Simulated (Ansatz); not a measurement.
Relaxed-ion elastic tensor of Ni3SnN (anti-perovskite, Pm-3m) in GPa (Voigt order), LDA in the plane-wave PAW code Ansatz; density 9.28 g/cm³, 11.05 Å³ per atom.

```csv
,1,2,3,4,5,6
1,328,163,163,0.0,0.0,0.0
2,163,328,163,0.0,0.0,0.0
3,163,163,328,0.0,0.0,0.0
4,0.0,0.0,0.0,40.7,0.0,0.0
5,0.0,0.0,0.0,0.0,40.7,0.0
6,0.0,0.0,0.0,0.0,0.0,40.7
```

Task: Is the crystal mechanically stable?

Result: Yes: the smallest eigenvalue of C is 40.7 GPa.

Task: Work out the Voigt, Reuss and Hill averages.

Result: K_V = 218, K_R = 218, K_H = 218; G_V = 57.5, G_R = 51.1, G_H = 54.3 GPa.

Task: Give Young's modulus, Poisson's ratio, Pugh's ratio and the universal anisotropy index.

Result: E = 9KG/(3K + G) = 150 GPa; ν = 0.39; K/G = 4.02 (ductile by the Pugh limit of 1.75); A_U = 5G_V/G_R + K_V/K_R − 6 = 0.63.

Task: Estimate the sound speeds and the Debye temperature.

Result: v_l = √((K + 4G/3)/ρ) = 5590 m/s, v_t = √(G/ρ) = 2420 m/s, mean 2730 m/s; Θ = (h/k)(3n/4πV)^(1/3) v_m = 365 K.

Task: Give the Zener ratio and Young's modulus along [100], [110] and [111].

Result: A = 2C44/(C11 − C12) = 0.49; 1/E = S11 − 2(S11 − S12 − S44/2)Γ with Γ = 0, 1/4, 1/3 gives 220, 130, 115 GPa.

Task: Solve the Christoffel equation for the three sound speeds along [100], [110], [111].

Result: Eigenvalues of C_ijkl n_j n_l equal ρv². In km/s, slowest first: [100] 2.09, 2.09, 5.95; [110] 2.09, 2.99, 5.56; [111] 2.72, 2.72, 5.42.

The first step of the workflow began from a Materials Project structure, measured or hypothetical; the Crystallography Open Database copy checked does not list it. Whether it is the stable phase at ambient conditions was not checked. The cell was relaxed with LDA under the symmetry of its start. At this level the phase is dynamically unstable (imaginary phonons). No spin polarisation was allowed. With an odd number of electrons in the cell and no spin polarisation, the count alone makes it a metal. As this level gives no gap, shear constants depend on the k-mesh and smearing (Fermi–Dirac, 0.1 eV here). On the denser mesh and wider smearing of the elastic run this cell carries a stress of 0.4 GPa. Scalar-relativistic: spin–orbit coupling is off unless named, which matters more the heavier the elements.

Potentials: the later of the program's two PAW sets.
